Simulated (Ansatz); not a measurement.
All numbers below come from Ansatz 0.2.0, DFT PBE, scalar-relativistic, plane waves, PAW. All cells share a 420 eV cutoff and Γ-centred k meshes spaced at most about 0.3 Å⁻¹ (about 0.25 or finer for metals, 2π included). No spin polarisation in the final relaxations.

All energies are static (0 K, no zero-point motion). All come from trial cells, and lower structures may exist.

Problem. Which of these relaxed structures of CaSb4 is the lowest in energy?
A. Space group P6/mmm (No. 191), hexagonal, a = 6.401 Å, c = 5.892 Å. Around Ca lie 2 Sb at 2.95 Å; around Sb on a site of symmetry mmm lie 6 Sb at 3.20 Å; Sb on a site of symmetry 6/mmm is surrounded by 2 Ca at 2.95 Å and 6 Sb at 3.20 Å.
B. Space group P6/mmm (No. 191), hexagonal, a = 5.618 Å, c = 6.152 Å. Ca is surrounded by 6 Sb at 3.24 Å; Sb on its first site has 5 Sb at 3.08–3.24 Å and 3 Ca at 3.24 Å; Sb on its second site is surrounded by 5 Sb at 3.08–3.24 Å.

Solution. B. It has space group P6/mmm (No. 191); the next, A, with space group P6/mmm (No. 191), lies 0.37 eV/atom higher. Counting Sb atoms around Ca (those within 1.25 times the shortest such distance or 1.15 times the sum of covalent radii, 1.27 where that leaves under three), the lowest has Ca 6 and the next has Ca 2.

Spin–orbit coupling, which can matter for Sb, is left out. A magnetic state wasn't ruled out in cells without spin, among them P6/mmm at 41.8 Å³/atom. Cells relaxed within their symmetry can be saddle points. Some candidate types were left out of the draw beforehand, so a known form may be missing.
